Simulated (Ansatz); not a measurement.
# How much do the gradients of Sr₂MgAl₃ depend on the method?

Cell: a measured structure from the Crystallography Open Database (COD), its atoms then relaxed with PBE in this cell.

Space group P6_3/mmc (No. 194); a = 6.3699, c = 10.1400 Å, γ = 120.00°.

```
site  Wyckoff  site symmetry       x       y       z
  Sr       4f            3m.  0.3333  0.6667  0.0670
  Mg       2a           -3m.  0.0000  0.0000  0.0000
  Al       6h            mm2  0.8247  0.6493  0.2500
```

One atom of each set is listed.

First run. Level of theory: DFT, PBE, plane waves and PAW, scalar-relativistic, 420 eV cutoff, Γ-centred 6×6×4 k-points, Fermi–Dirac smearing 0.05 eV (Ansatz 0.2.0).

| site | V_zz (10²¹ V/m²) | η |
| --- | --- | --- |
| Sr | 1.17 | 0.00 |
| Mg | -0.032 | 0.00 |
| Al | 1.13 | 0.52 |

Second run. The same atoms and settings, except that the functional is r2SCAN and the cutoff is 500 eV.

**Question.** What does the second run give?

**Answer.** 

```json
{"site": "Sr", "V_zz": "1.35", "η": "0.00", "change of V_zz": "+0.18"}
{"site": "Mg", "V_zz": "0.022", "η": "0.00", "change of V_zz": "+0.05"}
{"site": "Al", "V_zz": "1.28", "η": "0.55", "change of V_zz": "+0.15"}
```

The largest change of V_zz is on Sr, from 1.17 to 1.35. V_zz changes sign on Mg (same axis).

The run finds no gap above 0.1 eV (a metal, or nearly one), so the gradients can move by 10 % or more with the k-mesh. Without spin–orbit coupling (the program notes it for Sr) the gradients can shift somewhat, as the gap is small.
For the first run: At this cell the principal stresses reach 5 GPa in size with PBE, which can matter for small gradients.
For the second run: At this cell the r2SCAN pressure is -5 GPa, so with r2SCAN the cell would shrink if it were relaxed. The entry's cell may itself be off. With these PAW files V_zz is typically within 2 to 3 % of all-electron values, but misses above 10 % occur on Al.
